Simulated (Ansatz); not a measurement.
BiRh (NiAs type)

```
BiRh
1.0
    4.12992     0.00000     0.00000
   -2.06496     3.57662     0.00000
    0.00000     0.00000     5.69239
Bi Rh
2 2
Direct
  0.33333   0.66667   0.25000
  0.66667   0.33333   0.75000
  0.00000   0.00000   0.50000
  0.00000   0.00000   0.00000
```

The slice is a (-1 1 0 2) plane (indices of the conventional cell) through the point (0.667, 0.333, 0.750) (fractional), spanned by u = [110] and v = [1 -1 1] in vectors of this cell: u (4.13 Å) and v (9.14 Å, at 90° to u). It covers one period; positions are fractions (u, v).

The numbers are results of r2SCAN (plane waves to 500 eV, PAW, scalar-relativistic; Ansatz, a program for electronic structure), not measurements. k mesh 13×13×8. Near the nuclei the fields are pseudised (PAW); where an atom keeps semicore shells as valence, they peak there. BiRh is run without spin polarisation. BiRh was relaxed with its symmetry unable to fall. Spin-orbit coupling is left out, though Bi is heavy.

Problem. Predict the map of the electrostatic potential energy of an electron, from the cell's mean on the slice.

Solution. 
```
|xxxx005577775500xx|
|xx0011220000221100|
|445544xxxxxxxx4455|
|888844xxxxxxxx4488|
|667755xxxxxxxx5577|
|000055330000335500|
|xxxx117788887711xx|
|xxxx007799997700xx|
|xxxx117799997711xx|
|001166999999996611|
|556688999999998866|
|xx0077888888887700|
|xxxx007777777700xx|
|xxxxxx66666666xxxx|
|xxxx007766667700xx|
|xx0066888888886600|
|224477999999997744|
|xx0022779999772200|
|xxxx005599995500xx|
|xxxxxx44999944xxxx|
```
Scale: ten equal steps from 4.00 (start of '0') to 12.67 (end of '9'), in the order '0123456789'. Values: electrostatic potential energy of an electron, from the cell's mean, in eV. The map has 9 points along u (two characters each, u = 0 at the left) and 20 along v (v = 0 in the bottom row). Points within 1 Å of a nucleus are blanked (x), as the pseudised field means little there. Values under 4 eV are set to 4. The zero, the cell's mean, hangs on the PAW cores.
